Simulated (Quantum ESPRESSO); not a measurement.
Hf2Al4NbIn, one composition in several site orders

A calculation, not a measurement. The program is pw.x of Quantum ESPRESSO 7.5 (plane-wave density functional theory). The cell is made up: eight metal atoms on a hexagonal close-packed lattice, with elements, volume, strain and displacements drawn at random and not relaxed, so it may be unstable or far from any real phase. PseudoDojo standard norm-conserving files set the functional (PBE unless stated); there is no spin polarisation or spin-orbit coupling, the Fermi-Dirac width of 0.25 eV means electrons at about 2900 K, and the masses in the input are unused placeholders. Heavy elements are run without spin-orbit coupling, which real alloys of them have. A spin test at this wide smearing found no moment, but such smearing suppresses magnetism that the real alloy may have.

The runs put one composition on the sites in different orders. Cell, positions, cutoff, mesh and smearing stay as in the input of run 1; sites are counted in its order. Stress in the tables is positive in tension.

Input of run 1:

```
&control calculation='scf', pseudo_dir='./dojo.nc.sr.pbe.v0_5.standard.upf', outdir='./o', disk_io='minimal', tprnfor=.true., tstress=.true. /
&system ibrav=0, nat=8, ntyp=4, nbnd=43, ecutwfc=82.02448710, nosym=.true., tot_charge=0,
 occupations='smearing', smearing='fd', degauss=0.0183746611
/
&electrons conv_thr=1.470e-08, electron_maxstep=70, mixing_beta=0.5 /
ATOMIC_SPECIES
Al 1.0 Al.upf
Hf 1.0 Hf.upf
In 1.0 In.upf
Nb 1.0 Nb.upf
CELL_PARAMETERS angstrom
3.1319 0.0208 4.8854
3.1774 -0.007 -4.9146
-3.1427 5.4681 0.03
ATOMIC_POSITIONS angstrom
Hf 0.0169 -0.0479 -0.0237
Al -1.7082 2.6514 -0.0114
Al 3.2202 1.8296 -2.5091
Nb 1.5414 4.5094 -2.4952
In 3.0508 -0.0912 -0.0364
Al 1.6026 2.7932 0.0199
Hf 3.1735 1.6846 2.4824
Al 1.5855 4.6515 2.4486
K_POINTS automatic
6 6 5 1 1 1
```

```
run  elements on sites 1 to 8  free energy less that of run 1 (eV)  -TS (eV)  pressure (GPa)  stress xx (GPa)  stress yy (GPa)  stress zz (GPa)  stress yz (GPa)  stress xz (GPa)  stress xy (GPa)  iterations
  1   Hf Al Al Nb In Al Hf Al                                0.000    -1.078           -8.73            11.15            10.01             5.03             0.72             0.72            -0.59          11
  2   Al Nb Hf Al Al In Hf Al                                0.591    -1.303           -7.81             7.56            10.84             5.04             0.18            -0.25             0.03          13
  3   In Hf Hf Nb Al Al Al Al                                0.148    -1.153           -8.88            10.94            10.59             5.12            -0.02            -0.95             0.87          12
  4   In Al Nb Al Hf Hf Al Al                                0.263    -1.258           -8.67            10.51             9.55             5.96            -0.54            -0.80             0.19          13
  5   Hf Al Al Al Al In Hf Nb                               -0.083    -1.053           -8.68            11.46             9.61             4.97             0.62            -0.85             0.79          12
  6   Al Hf Nb Hf Al Al Al In                               -0.065    -1.085           -9.10            10.80            10.78             5.73            -0.16            -0.02             0.84          12
```

Forces Fx Fy Fz (eV/Å):

| site | run 1 | run 2 | run 3 | run 4 | run 5 | run 6 |
| --- | --- | --- | --- | --- | --- | --- |
| 1 | -0.67 -0.04 0.87 | 0.04 -0.14 0.11 | -0.32 0.15 0.07 | -0.39 0.15 0.33 | -0.04 -0.04 0.81 | -0.20 0.28 0.39 |
| 2 | 0.36 0.04 0.16 | 0.74 -0.27 0.09 | 0.78 0.16 -0.15 | 0.52 0.01 -0.08 | 0.44 0.02 -0.34 | 0.83 -0.39 -0.41 |
| 3 | -0.07 0.20 -0.28 | -0.43 -0.17 0.24 | -0.46 0.05 -0.07 | -0.23 0.21 -0.15 | -0.26 -0.11 -0.03 | -0.42 -0.04 -0.30 |
| 4 | 0.15 -0.31 0.65 | 0.01 0.16 -0.49 | 0.33 -0.25 0.94 | 0.06 -0.23 0.47 | 0.16 0.05 0.11 | 0.35 0.11 0.93 |
| 5 | 0.52 -0.09 -0.14 | -0.08 0.14 0.02 | 0.17 0.13 0.01 | 0.58 0.58 0.49 | 0.25 -0.01 0.10 | 0.17 0.34 -0.16 |
| 6 | -0.10 -0.22 -0.43 | -0.10 -0.09 -0.16 | -0.22 -0.17 -0.42 | -0.34 -0.79 -0.40 | -0.36 -0.25 -0.03 | -0.26 -0.45 -0.23 |
| 7 | -0.36 1.04 -0.81 | -0.25 0.73 -0.35 | -0.12 0.35 -0.45 | -0.09 0.51 -0.48 | -0.10 0.55 -1.19 | -0.19 0.36 -0.21 |
| 8 | 0.17 -0.62 -0.02 | 0.07 -0.35 0.55 | -0.15 -0.40 0.08 | -0.10 -0.43 -0.19 | -0.09 -0.20 0.57 | -0.27 -0.22 -0.01 |

The sites are displaced and not relaxed, so the energy differences mix bonding between neighbours with strain and are not ordering energies. A rerun of one cell of this series at a higher cutoff and on a denser mesh moved values by no more than 0.002 eV in energy, 0.03 GPa in stress and 0.003 eV/Å in force, and a second program with other atomic files agreed on that cell to 2 % rms in force and 0.5 GPa in pressure.